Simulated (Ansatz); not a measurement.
**HfOs (Pm-3m): what a change of settings does**

```xyz
2
Lattice="3.1612 0.0000 0.0000 0.0000 3.1612 0.0000 0.0000 0.0000 3.1612" Properties=species:S:1:pos:R:3 pbc="T T T"
Hf    0.0000    0.0000    0.0000
Os    1.5806    1.5806    1.5806
```

The cell was relaxed at 10 GPa.

Unless marked otherwise, the numbers come from LDA, PAW on Ansatz 0.2.0's default frozen-core files (fitted under PBE), scalar-relativistic. k mesh 14×14×14, strains of ±0.005, Fermi-Dirac smearing of 0.080 eV, cutoff 420 eV. The cell was relaxed by PAW under this functional.

With these settings the run gives C11 = 509.8, C44 = 131.9 GPa and B_V = 293.7 GPa (relaxed ions).

The run is repeated in the same cell with hamiltonian.xc from lda to r2scan. What moves, and by how much?

C11: +10.17 %; C44: +14.21 %; B_V: +9.26 %. The cutoff follows the change, from 420 to 500 eV. The cell isn't relaxed anew, and its pressure at the new settings is 21.5 GPa; in its own relaxed cell the change can differ in size and sign.

Limits of these numbers: frozen-core PAW files fitted under PBE, their cores solved anew for the functional of the run; responses of metals move with mesh and smearing; no spin-orbit coupling on heavy atoms; cell far from its zero-pressure volume under this functional.
